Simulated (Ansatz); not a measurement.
C (lonsdaleite): energy against volume

All numbers below come from DFT, LDA (PW92), plane waves (420 eV) with PAW, scalar-relativistic (Ansatz 0.2.0). (PAW data from PBE, frozen cores regenerated.)

The cell is scaled uniformly from the relaxed one, with fractional coordinates and shape fixed. Energies are extrapolated to zero smearing, pressures are those at the given smearing. Because the bonds are stretched with the cell, B₀ of this curve lies above the true bulk modulus of such a structure. Magnetic state: spin not included.

A Birch-Murnaghan fit gives V₀ = 5.52 Å³/atom, B₀ = 468 GPa, B₀′ = 3.7.

Problem. What are the energy above the minimum and the pressure at 4.860 Å³/atom?

Solution. 141.3 meV/atom and 75.38 GPa as computed.

Problem. What are the energy above the minimum and the pressure at 5.302 Å³/atom?

Solution. 13.7 meV/atom and 20.57 GPa as computed.

Problem. What are the energy above the minimum and the pressure at 5.743 Å³/atom?

Solution. 12.2 meV/atom and -17.10 GPa as computed.
